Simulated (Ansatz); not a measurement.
**Phonon spectrum of MgCd5O6**

Method: Ansatz, DFT PBE, scalar-relativistic, plane waves, PAW. Plane waves to 420 eV; Γ-centred k mesh 12×12×4; Fermi-Dirac smearing of 0.15 eV. No spin polarisation. Phonons by linear response, acoustic sum rule imposed.

The cell, relaxed at this level:
```
Mg Cd O
1.0
     3.33003    0.00000    0.00000
     0.00000    3.33003    0.00000
     0.00000    0.00000   14.10344
Mg Cd O
1 5 6
Direct
  0.50000 0.50000 0.50000
  0.00000 0.00000 0.66038
  0.50000 0.50000 0.82780
  0.00000 0.00000 0.00000
  0.50000 0.50000 0.17220
  0.00000 0.00000 0.33962
  0.00000 0.00000 0.82896
  0.50000 0.50000 0.00000
  0.00000 0.00000 0.17104
  0.50000 0.50000 0.34773
  0.00000 0.00000 0.50000
  0.50000 0.50000 0.65227
```

It was reached by relaxing an invented guess, and it needn't be the stable form of this composition. In a metal, frequencies and elastic constants depend on the k mesh and the smearing, soft modes and shear constants most. The q mesh is coarse, so values between its points are rough. A semilocal functional can close a gap that the real compound has.

Force constants from linear response on a 2×2×1 q mesh.

Task: Is the structure dynamically stable on the q mesh?

Result: No: at q = (0.000, 0.000, 0.000) a mode is imaginary, 95i cm⁻¹.

Task: Give the frequencies (cm⁻¹) at the zone-boundary points of high symmetry (interpolated where a point lies off the q mesh).

Result:
```json
{"point": "X", "q": "0.000 0.500 0.000", "frequencies": "58 82 88 89 99 104 105 105 106 106 111 113 151 169 178 179 189 191 193 193 199 210 227 245 248 252 271 296 316 357 364 412 417 419 438 495"}
{"point": "M", "q": "0.500 0.500 0.000", "frequencies": "38i 38i 88 95 100 100 104 114 114 120 124 124 138 138 142 144 144 233 260 283 287 290 304 304 316 332 332 345 345 372 372 374 374 391 391 454"}
{"point": "Z", "q": "0.000 0.000 0.500", "frequencies": "95i 95i 30 30 31 31 57 57 73 73 76 76 90 90 134 134 152 158 158 249 265 265 282 282 285 300 300 311 315 315 319 319 333 388 392 516"}
{"point": "R", "q": "0.000 0.500 0.500", "frequencies": "58 82 88 89 99 104 105 105 106 106 110 116 149 166 176 181 186 189 191 191 199 213 231 245 248 264 266 300 312 349 366 414 417 419 438 495"}
{"point": "A", "q": "0.500 0.500 0.500", "frequencies": "38i 38i 89 102 102 102 103 110 110 110 127 127 136 136 144 144 144 234 258 283 289 290 305 305 315 329 329 351 351 364 364 378 378 391 391 454"}
```
